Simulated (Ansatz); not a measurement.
Cs2YAgCl6:
```yaml
crystal:
  lattice:
    - [0.00000, 5.28653, 5.28653]
    - [5.28653, 0.00000, 5.28653]
    - [5.28653, 5.28653, 0.00000]
  atoms:
    - { symbol: Cs, position: [0.75000, 0.75000, 0.75000] }
    - { symbol: Cs, position: [0.25000, 0.25000, 0.25000] }
    - { symbol: Y, position: [0.50000, 0.50000, 0.50000] }
    - { symbol: Ag, position: [0.00000, 0.00000, 0.00000] }
    - { symbol: Cl, position: [0.74653, 0.25347, 0.25347] }
    - { symbol: Cl, position: [0.25347, 0.74653, 0.74653] }
    - { symbol: Cl, position: [0.25347, 0.74653, 0.25347] }
    - { symbol: Cl, position: [0.74653, 0.25347, 0.74653] }
    - { symbol: Cl, position: [0.25347, 0.25347, 0.74653] }
    - { symbol: Cl, position: [0.74653, 0.74653, 0.25347] }
```

Cartesian axes are those of the cell as given.

Q: Give the high-frequency dielectric tensor and the Born effective charge tensors of the independent atoms from DFPT, PBEsol in the plane-wave PAW code Ansatz.

A: 
ε∞:
```
3.32  0.00  0.00
0.00  3.32  0.00
0.00  0.00  3.32
```
Z* of atom 1 (Cs), rows: field, columns: displacement, in e:
```
1.35  0.00  0.00
0.00  1.35  0.00
0.00  0.00  1.35
```
Z* of atom 3 (Y), rows: field, columns: displacement, in e:
```
3.81  0.00  0.00
0.00  3.81  0.00
0.00  0.00  3.81
```
Z* of atom 4 (Ag), rows: field, columns: displacement, in e:
```
1.42  0.00  0.00
0.00  1.42  0.00
0.00  0.00  1.42
```
Z* of atom 5 (Cl), rows: field, columns: displacement, in e:
```
-2.17   0.00   0.00
 0.00  -0.90   0.00
 0.00   0.00  -0.90
```

Static charges for comparison (Bader): Cs1 +0.87, Y3 +2.05, Ag4 +0.59, Cl5 -0.73 e. Born charges measure polarisation by displacement and can exceed these by far.

Space group Fm-3m. The first step of the workflow began from a Materials Project structure, measured or hypothetical; the Crystallography Open Database copy checked does not list it. Whether it is the stable phase at ambient conditions was not checked. The PBEsol relaxation kept the symmetry of its start; whether a distortion lowers the energy is not shown. No spin polarisation was allowed. Spin–orbit coupling is left out wherever it is not named.

Potentials: the later of the program's two PAW sets.
